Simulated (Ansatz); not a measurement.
CuI:
```cif
data_CuI
_chemical_formula_sum 'I1 Cu1'
_space_group_name_H-M_alt 'P 1'
_space_group_IT_number 1
_cell_length_a 4.25883
_cell_length_b 4.25883
_cell_length_c 4.25883
_cell_angle_alpha 60.000
_cell_angle_beta 60.000
_cell_angle_gamma 60.000
loop_
_space_group_symop_operation_xyz
  'x, y, z'
loop_
_atom_site_label
_atom_site_type_symbol
_atom_site_fract_x
_atom_site_fract_y
_atom_site_fract_z
_atom_site_occupancy
I1 I 0.75000 0.75000 0.75000 1
Cu1 Cu 0.00000 0.00000 0.00000 1
```

Relaxed with r²SCAN.

Q: Tabulate the valence density and the electron localisation function along the shortest I–Cu contact (2.61 Å), DFT-r²SCAN in the program Ansatz with PAW potentials.

A: 

```
distance from I (Å)  density (e/Å³)   ELF
-------------------  --------------  ----
0.26                          15.37  0.16
0.39                          11.03  0.20
0.52                           6.23  0.34
0.65                           2.71  0.49
0.78                           1.27  0.59
0.91                           0.91  0.65
1.04                           0.69  0.69
1.17                           0.53  0.69
1.30                           0.42  0.56
1.43                           0.37  0.30
1.56                           0.39  0.15
1.70                           0.54  0.13
1.83                           1.15  0.16
1.96                           2.78  0.22
2.09                           7.07  0.33
2.22                          17.41  0.54
2.35                          36.69  0.78
```

The density is the valence pseudo-density with augmentation charge, so density and ELF within about 1 Å of a nucleus are not all-electron values.

Space group F-43m (zinc blende). The cell was relaxed with r²SCAN under the symmetry of its start. The run is not spin-polarised. Scalar-relativistic: spin–orbit coupling is off unless named, which matters more the heavier the elements.

Potentials: the later of the program's two PAW sets.
